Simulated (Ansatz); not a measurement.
Input, command and steps of an Ansatz relaxation.

```yaml
crystal:
  lattice:
    - [1.2209813946, 0.7049339369, 14.0410104486]
    - [-1.2209813946, 0.7049339369, 14.0410104486]
    - [0.0, -1.4098678737, 14.0410104486]
  atoms:
    - { symbol: C, position: [0.0177789215, 0.0177789215, 0.0177789215] }
    - { symbol: C, position: [0.9822210785, 0.9822210785, 0.9822210785] }
    - { symbol: C, position: [0.1726053195, 0.1726053195, 0.1726053195] }
    - { symbol: C, position: [0.8273946805, 0.8273946805, 0.8273946805] }
    - { symbol: C, position: [0.2081382393, 0.2081382393, 0.2081382393] }
    - { symbol: C, position: [0.7918617607, 0.7918617607, 0.7918617607] }
    - { symbol: C, position: [0.2681460322, 0.2681460322, 0.2681460322] }
    - { symbol: C, position: [0.7318539678, 0.7318539678, 0.7318539678] }
    - { symbol: C, position: [0.3036817842, 0.3036817842, 0.3036817842] }
    - { symbol: C, position: [0.6963182158, 0.6963182158, 0.6963182158] }
    - { symbol: C, position: [0.4104767099, 0.4104767099, 0.4104767099] }
    - { symbol: C, position: [0.5895232901, 0.5895232901, 0.5895232901] }
    - { symbol: C, position: [0.4465716708, 0.4465716708, 0.4465716708] }
    - { symbol: C, position: [0.5534283292, 0.5534283292, 0.5534283292] }
basis:
  ecutwfc: 420
kpoints:
  mp_grid: { grid: [12, 12, 12] }
hamiltonian:
  xc: lda
scf:
  occupations: { method: gaussian, width: 0.02 }
output:
  forces: true
  stress: true
  eigenvalues: true
relax:
  adjacent_minimum: "off"
  f_tol: 0.01
  max_steps: 30
  cell: { stress_tol: 0.1, fix: [volume] }
```

```bash
ansatz run input.yaml --threads 4 --pin off --max-ram 10240MiB --backend cpu --events-out ev --progress --plain --runs-dir out
```

Theory: DFT LDA, scalar-relativistic, plane waves, PAW (Ansatz 0.2.0).

The volume is held at 0.94 times that of the relaxed cell.

Of 4 frames 3 are shown, positions in Å and forces in eV/Å; the SCF threshold varies from step to step. Steps run on the plane waves of an earlier cell, with a Pulay correction in the pressure. The basis is chosen afresh for the last frame, the zero of the energies, and at times for earlier ones too; energy and pressure can step there, also at an unchanged geometry. Where two frames share a geometry here, they differ by under 2 meV/atom and 0.3 GPa.

```xyz
14
Lattice="1.2210 0.7049 14.0410 -1.2210 0.7049 14.0410 0.0000 -1.4099 14.0410" Properties=species:S:1:pos:R:3:forces:R:3 pbc="T T T" step=1 free_energy_over_end_meV_per_atom=0.00 pressure_GPa=32.37
C     0.0000    0.0000    0.7489    0.0000    0.0000   -0.0029
C     0.0000    0.0000   41.3741    0.0000    0.0000    0.0029
C     0.0000    0.0000    7.2707    0.0000    0.0000    0.0020
C     0.0000    0.0000   34.8524    0.0000    0.0000   -0.0020
C     0.0000    0.0000    8.7674    0.0000    0.0000   -0.0135
C     0.0000    0.0000   33.3556    0.0000    0.0000    0.0135
C     0.0000    0.0000   11.2951    0.0000    0.0000    0.0136
C     0.0000    0.0000   30.8279    0.0000    0.0000   -0.0136
C     0.0000    0.0000   12.7920    0.0000    0.0000   -0.0021
C     0.0000    0.0000   29.3310    0.0000    0.0000    0.0021
C     0.0000    0.0000   17.2905    0.0000    0.0000    0.0359
C     0.0000    0.0000   24.8325    0.0000    0.0000   -0.0359
C     0.0000    0.0000   18.8110    0.0000    0.0000   -0.0360
C     0.0000    0.0000   23.3121    0.0000    0.0000    0.0360
14
Lattice="1.2209 0.7049 14.0418 -1.2209 0.7049 14.0418 0.0000 -1.4098 14.0418" Properties=species:S:1:pos:R:3:forces:R:3 pbc="T T T" step=2 free_energy_over_end_meV_per_atom=0.00 pressure_GPa=32.37
C     0.0000    0.0000    0.7489    0.0000    0.0000   -0.0003
C     0.0000    0.0000   41.3764    0.0000    0.0000    0.0003
C     0.0000    0.0000    7.2711    0.0000    0.0000    0.0012
C     0.0000    0.0000   34.8542    0.0000    0.0000   -0.0012
C     0.0000    0.0000    8.7678    0.0000    0.0000   -0.0058
C     0.0000    0.0000   33.3574    0.0000    0.0000    0.0058
C     0.0000    0.0000   11.2958    0.0000    0.0000    0.0059
C     0.0000    0.0000   30.8295    0.0000    0.0000   -0.0059
C     0.0000    0.0000   12.7927    0.0000    0.0000   -0.0016
C     0.0000    0.0000   29.3326    0.0000    0.0000    0.0016
C     0.0000    0.0000   17.2917    0.0000    0.0000    0.0168
C     0.0000    0.0000   24.8336    0.0000    0.0000   -0.0168
C     0.0000    0.0000   18.8117    0.0000    0.0000   -0.0168
C     0.0000    0.0000   23.3136    0.0000    0.0000    0.0168
14
Lattice="1.2210 0.7050 14.0403 -1.2210 0.7050 14.0403 0.0000 -1.4099 14.0403" Properties=species:S:1:pos:R:3:forces:R:3 pbc="T T T" step=4 free_energy_over_end_meV_per_atom=0.00 pressure_GPa=32.36
C     0.0000    0.0000    0.7489    0.0000    0.0000   -0.0003
C     0.0000    0.0000   41.3720    0.0000    0.0000    0.0003
C     0.0000    0.0000    7.2703    0.0000    0.0000    0.0002
C     0.0000    0.0000   34.8506    0.0000    0.0000   -0.0002
C     0.0000    0.0000    8.7669    0.0000    0.0000   -0.0010
C     0.0000    0.0000   33.3540    0.0000    0.0000    0.0010
C     0.0000    0.0000   11.2945    0.0000    0.0000    0.0010
C     0.0000    0.0000   30.8264    0.0000    0.0000   -0.0010
C     0.0000    0.0000   12.7912    0.0000    0.0000    0.0005
C     0.0000    0.0000   29.3297    0.0000    0.0000   -0.0005
C     0.0000    0.0000   17.2902    0.0000    0.0000   -0.0027
C     0.0000    0.0000   24.8307    0.0000    0.0000    0.0027
C     0.0000    0.0000   18.8095    0.0000    0.0000    0.0027
C     0.0000    0.0000   23.3114    0.0000    0.0000   -0.0027
```

The run took 17 s on 4 threads of Intel(R) Xeon(R) 6975P-C (Granite Rapids), with other jobs on the host, peak memory 0.77 GiB.